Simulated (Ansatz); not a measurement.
# MnF2: single run (Ansatz)

The input file (Ansatz 0.2.0, plane waves):

```yaml
crystal:
  lattice:
    - [4.898221, 0.0, 0.0]
    - [0.0, 4.898221, 0.0]
    - [0.0, 0.0, 3.336534]
  atoms:
    - { symbol: F, position: [0.3046, 0.3046, 0.0] }
    - { symbol: F, position: [0.1954, 0.8046, 0.5] }
    - { symbol: F, position: [0.6954, 0.6954, 0.0] }
    - { symbol: F, position: [0.8046, 0.1954, 0.5] }
    - { symbol: Mn, position: [0.0, 0.0, 0.0] }
    - { symbol: Mn, position: [0.5, 0.5, 0.5] }
  symmetry: { tolerance: 0.0003 }
kpoints:
  mp_grid: { grid: [4, 4, 5], shift: [0, 0, 0] }
magnetization:
  spin_polarized: false
scf:
  occupations: { method: fermi_dirac, width: 0.0191 }
hamiltonian:
  pseudopotentials: { kind: paw }
  xc: r2scan
basis:
  ecutwfc: "40.4 Ry"
  ecutrho_ratio: 6
output:
  forces: true
  stress: true
  eigenvalues: true
  write_density: true
  write_potential: true
  elf: true
  volumetric_format: npy
```

Launch command:

```bash
ansatz run input.yaml --threads 1 --pin off --max-ram 2560MiB --backend cpu --events-out ev --progress --plain --runs-dir out
```

Origin of the cell: a database entry, scaled a little.

Output (shortened):

```
Pseudopotentials: kind: paw
Pseudopotential: F, paw, valence charge 7, recommended cutoff 500 eV (meta_gga), F.paw.azcp
Pseudopotential: Mn, paw, valence charge 15, recommended cutoff 500 eV (meta_gga), Mn.paw.azcp
Functional definition: r2SCAN
  exchange = r2scan_x(k0 = k0, k1 = k1, a1 = a1)
  correlation = r2scan_c
Crystal: 6 atoms, lattice volume = 80.052 Å³
Basis set: ecut = 549.670002 eV, 2385 PW (Γ), exchange–correlation on 192×192×128 points (64 copies of the dense FFT grid, shifted against one another)
Bands: 35, of which v1, the nominal top of the filled ones, is band 29 counted from 1 (28 counted from 0)
Symmetry: 16 space group operations
Space group: P42/mnm (ITA 136), of the structure as read, at distance tolerance 1.3e-3 Å
[… 7 lines left out …]
Initial density: superposition of atomic densities (neutral atoms: chi_scale 0, normalization atom), corrected by the library's trained network
Functional: x = r2scan, c = r2scan; τ floored in thin density (d = 2e-4 eV/Å³)
SCF iter   1: F=—  HF=-11044.533135 eV  Δρ=3.68e-2  dr2=3.28e-1  dr2_τ=2.70e-1
SCF iter   2: F=—  HF=-11044.810710 eV  Δρ=5.15e-2  dr2=6.23e-1  dr2_τ=2.36e-2  defer=18
SCF iter   3: F=—  HF=-11044.695335 eV  Δρ=1.10e-2  dr2=5.31e-2  dr2_τ=4.01e-3  defer=18
SCF iter   4: F=—  HF=-11044.698058 eV  Δρ=8.06e-3  dr2=3.21e-2  dr2_τ=9.26e-4  defer=18
SCF iter   5: F=—  HF=-11044.697272 eV  Δρ=3.67e-3  dr2=8.14e-3  dr2_τ=4.05e-4  defer=18
SCF iter   6: F=—  HF=-11044.695735 eV  Δρ=2.00e-3  dr2=1.92e-3  dr2_τ=1.00e-4  defer=18
SCF iter   7: F=—  HF=-11044.695774 eV  Δρ=1.20e-3  dr2=6.84e-4  dr2_τ=1.47e-5  defer=18
SCF iter   8: F=—  HF=-11044.695602 eV  Δρ=2.31e-4  dr2=1.31e-5  dr2_τ=1.63e-6  defer=18
SCF iter   9: F=—  HF=-11044.695607 eV  Δρ=8.83e-5  dr2=1.68e-6  dr2_τ=1.13e-7  defer=18
SCF iter  10: F=—  HF=-11044.695607 eV  Δρ=2.20e-5  dr2=1.40e-7  dr2_τ=1.57e-8  defer=18
SCF iter  11: F=-11044.695607 eV  HF=-11044.695607 eV  Δρ=1.11e-5  dr2=2.77e-8  dr2_τ=1.06e-9
SCF 1 converged in 11 iterations: F = -11044.695607 eV  dr2 = 2.77e-8
SCF converged after 11 iterations
Free energy (F): -11044.695607 eV
Harris-Foulkes:  -11044.695607 eV  (|F-HF|=1.55e-8)
Internal energy: -11044.674274 eV  (E = F + TS)
E sigma→0 (E₀):  -11044.684941 eV
Entropy (-TS):   -0.021333 eV (-3.555 meV/atom)
Fermi energy:    6.435335 eV
--- Per-component energies (eV) ---
  E_band       = -902.661600
  E_kinetic    = 1427.744735
  E_local      = -7252.128609  (includes V_loc(G=0)·N_el)
  E_nonlocal   = 792.924603
  E_hartree    = 2882.170297
  E_xc         = -526.670311
  E_vxc        = -772.253791  (∫ρ·V_xc dr)
  E_paw        = -3439.935025  (= ΣΔE_a)
  E_vpaw       = -917.962661  (= ΣTr[D̂ρ^β])
  E_aug_tail   = 0.000310  (compensation charges beyond the density's cutoff)
  E_vtau       = 54.669473  (kinetic-family band-sum trace: ∫τ·v_τ [+ j·A + Jᵃ·Aᵃ] dr)
  E_ewald      = -4928.088622
  E_core_change = -0.691652  (= ΣΔE_core)
  E_smearing   = -0.021333  (= −TS)
  Σ components = -11044.695607   (vs F -11044.695607, Δ=0.00e0)
--- Forces (eV/Å), atoms counted from 1 ---
  atom   1  F      0.057041     0.057041     0.000000
  atom   2  F     -0.057041     0.057041     0.000000
  atom   3  F     -0.057041    -0.057041     0.000000
  atom   4  F      0.057041    -0.057041     0.000000
  atom   5  Mn     0.000000     0.000000     0.000000
  atom   6  Mn     0.000000    -0.000000     0.000000
  max |Σ_I F_I| component: 6.94e-18 eV/Å
--- Stress (GPa, compression-positive) ---
      -19.069537       0.000000       0.000000
        0.000000     -19.069537       0.000000
        0.000000       0.000000     -22.611938
  P = ⅓ Tr σ = -20.2503 GPa (-202.503 kbar)
```

Caveats: no spin polarisation, so a magnetic state may lie lower; the k mesh is coarse if the cell is a metal.

Time: 17 s on 1 thread of Arm Neoverse V1, on a shared host, peak memory 0.71 GiB, from the program's own first density.
